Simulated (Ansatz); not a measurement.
PbF₄:
```yaml
crystal:
  lattice:
    - [-2.14258, 2.14258, 3.92389]
    - [2.14258, -2.14258, 3.92389]
    - [2.14258, 2.14258, -3.92389]
  atoms:
    - { symbol: Pb, position: [0.00000, 0.00000, 0.00000] }
    - { symbol: F, position: [0.74888, 0.74888, 0.00000] }
    - { symbol: F, position: [0.25112, 0.25112, 0.00000] }
    - { symbol: F, position: [0.50000, 0.00000, 0.50000] }
    - { symbol: F, position: [0.00000, 0.50000, 0.50000] }
```

Plane-wave PAW r²SCAN+D4 (Ansatz code) gives a gap of 2.72 eV without spin–orbit coupling, maximum at X, minimum at Γ.

Task: What happens when spin–orbit coupling is switched on?

Result: The gap rises by 0.02 eV, to 2.74 eV; maximum at X, minimum at Γ.

Task: Give the electron effective mass with spin–orbit coupling.

Result: 0.66, 0.66, 0.72 mₑ (principal values).

Task: Give the hole effective mass with spin–orbit coupling.

Result: 1.7, 4.1, 11 mₑ (principal values).

Space group I4/mmm. The workflow started from a Materials Project entry (that database holds measured and hypothetical structures alike); the Crystallography Open Database files this formula in space group No. 139, but the cells were not matched. Whether it is the stable phase at ambient conditions was not checked. The r²SCAN+D4 relaxation kept the symmetry of its start; its stability against distortions is not shown here.

Potentials: the later of the program's two PAW sets.
